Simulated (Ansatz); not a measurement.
LiNbO3 in space group R-3 (No. 148; Li on 6c, Nb on 6c, O on 18f), plane-wave PAW LDA (Ansatz code), all energies at zero smearing, with the estimated change up to a 700 eV cutoff added, with one set of potentials and settings (totals compare only within such a set). Cell of 10 atoms (2 Li, 2 Nb, 6 O): -12631.099 eV.

```json
[
 {"element": "Li", "reference phase": "P6_3/mmc, 2 atoms in the cell", "E (eV/atom)": "-201.6436"},
 {"element": "Nb", "reference phase": "Im-3m, 1 atoms in the cell", "E (eV/atom)": "-4442.5966"},
 {"element": "O", "reference phase": "C2/m, 4 atoms in the cell, spin-polarised", "E (eV/atom)": "-552.6518"}
]
```

Formation energy per atom, worked out: (-12631.099 − 2×(-201.6436) − 2×(-4442.5966) − 6×(-552.6518))/10 = -2.671 eV/atom (-258 kJ per mol of atoms), at 0 K, without zero-point energy or fitted corrections.

The workflow started from a Materials Project entry (that database holds measured and hypothetical structures alike); the Crystallography Open Database files this formula in space group No. 148, but the cells were not matched. It is not the phase usual at ambient conditions (space group No. 161). Symmetry was held in the LDA relaxation; phonons on a q-mesh show no instability. No spin polarisation was allowed. The references are the lowest solids computed at this level, not always the standard phases (solids in place of the gases).

Potentials: the later of the program's two PAW sets.
